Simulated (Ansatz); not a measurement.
Structure relaxation, TePb

The start is a generated cell, TePb placed in the GeS structure type. The cell and all atomic positions are relaxed at zero pressure with r2SCAN (plane waves to 500 eV, PAW, scalar-relativistic; Ansatz, an electronic-structure program). The first steps use a coarse 2×5×4 k-mesh.

Starting cell:
```
CELL_PARAMETERS angstrom
     14.25442     0.00000     0.00000
      0.00000     4.95569     0.00000
      0.00000     0.00000     5.85425
ATOMIC_POSITIONS crystal
  Pb 0.12210 0.25000 0.12770
  Pb 0.37790 0.75000 0.62770
  Pb 0.87790 0.75000 0.87230
  Pb 0.62210 0.25000 0.37230
  Te 0.84950 0.25000 0.50230
  Te 0.65050 0.75000 0.00230
  Te 0.15050 0.75000 0.49770
  Te 0.34950 0.25000 0.99770
```

### Question
By how much does the energy per atom fall from start to end?

### Answer
0.38 eV/atom.

### Question
How does the volume change?

### Answer
-32.5 %, from 51.69 to 34.90 Å³/atom.

### Question
How do the shortest distances between atoms change?

### Answer
The closest pairs of elements (up to four, under 3.6 Å), start → end: Pb–Te 3.32 → 3.27 Å.

### Question
Is the relaxed structure metallic? Give its gap.

### Answer
1.10 eV, direct at L (no spin-orbit coupling).

### Question
What does it relax into? Give the structure.

### Answer

```cif
data_Pb4Te4
_chemical_formula_sum 'Pb4 Te4'
_space_group_name_H-M_alt 'Fm-3m'
_space_group_IT_number 225
_space_group_name_Hall '-F 4 2 3'
_cell_length_a 6.53606
_cell_length_b 6.53606
_cell_length_c 6.53606
_cell_angle_alpha 90.000
_cell_angle_beta 90.000
_cell_angle_gamma 90.000
loop_
_atom_site_label
_atom_site_type_symbol
_atom_site_symmetry_multiplicity
_atom_site_Wyckoff_symbol
_atom_site_fract_x
_atom_site_fract_y
_atom_site_fract_z
_atom_site_occupancy
Pb1 Pb 4 b 0.50000 0.50000 0.50000 1
Te1 Te 4 a 0.00000 0.00000 0.00000 1
```
(The calculation used a cell of 2 atoms; values per cell refer to that cell.)

Final values are on a 9×9×9 k-mesh of the relaxed cell. No spin polarisation in the result. Without spin-orbit coupling the bands of the heavy element are not split, so the gap can be far off.

The run could not lose the symmetry of its start.
